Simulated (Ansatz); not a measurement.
An elastic constant from a strain scan in V$_{2}$N$_{3}$

The calculation used DFT PBEsol, scalar-relativistic, plane waves, PAW (Ansatz). Cutoff 420 eV, Γ-centred 18×18×8 k-points, Gaussian smearing of 0.15 eV. No spin polarisation. Energies are free energies at this smearing, counted from the undisturbed cell; pressure is positive in compression.

Zero of the scan (relaxed at this level; with this scan's settings it stands at 0.1 GPa; it needn't be the usual structure):

```
CELL_PARAMETERS angstrom
2.77979 0.00000 0.00000
-1.38989 2.40737 0.00000
0.00000 0.00000 6.19635
ATOMIC_POSITIONS crystal
V 0.66667 0.33333 0.30212
V 0.33333 0.66667 0.69788
N 0.00000 0.00000 0.50000
N 0.00000 0.00000 0.10744
N 0.00000 0.00000 0.89256
```

The cell is strained by ε times the Voigt pattern (1, 1, 0, 0, 0, 0) (xx, yy, zz, yz, xz, xy; engineering shear) with fractional coordinates fixed. The cell holds 5 atoms in V0 = 41.47 Å³. The stress column is τ = (1/V0) dE/dε, got from the stress tensor σ (compression positive) at each point as −det(1 + εP) σ : P(1 + εP)⁻¹, with P the pattern as a tensor.

| ε | ΔE (meV/atom) | τ (GPa) |
| --- | --- | --- |
| -0.0600 | 158.317 | -109.631 |
| -0.0450 | 85.824 | -77.704 |
| -0.0300 | 36.835 | -49.003 |
| -0.0150 | 8.958 | -23.263 |
| 0.0000 | 0.000 | -0.213 |
| 0.0150 | 7.992 | 20.382 |
| 0.0300 | 31.065 | 38.707 |
| 0.0450 | 67.545 | 54.945 |
| 0.0525 | 90.337 | 62.341 |
| 0.0600 | ? | ? |

Problem. Which combination of elastic constants does this scan measure, and how large is it?

Solution. For small ε, τ = τ0 + Kε with K = pᵀCp, which for this pattern is C11 + C22 + 2 C12 in the Cartesian frame shown. The parabola through τ at ε = -0.0150, 0 and 0.0150 has slope K = 1455 GPa at zero. The energies per cell, E = NΔE, of the same two points give K = 2[E(ε₊)/ε₊ − E(ε₋)/ε₋]/[(ε₊ − ε₋)V0] = 1455 GPa, in agreement. These are clamped-ion values.

Problem. Predict the withheld row at ε = 0.0600 from the harmonic law, and compare.

Solution. ΔE = V0(τ0 ε + Kε²/2)/N = 134.889 meV/atom and τ = 87.08 GPa. The calculation gives 115.893 meV/atom and 69.29 GPa: the energy lies 14 % below the harmonic value, as bonds soften when stretched.

Forces appear on the atoms along this scan, and letting them relax would lower the energy and soften the response. In a metal these slopes depend on the k mesh and the smearing.

Cost: 10 runs of about 1.8 core-minutes in all, on Oxide Virtual Turin-like Processor (Zen 5) (shared hosts).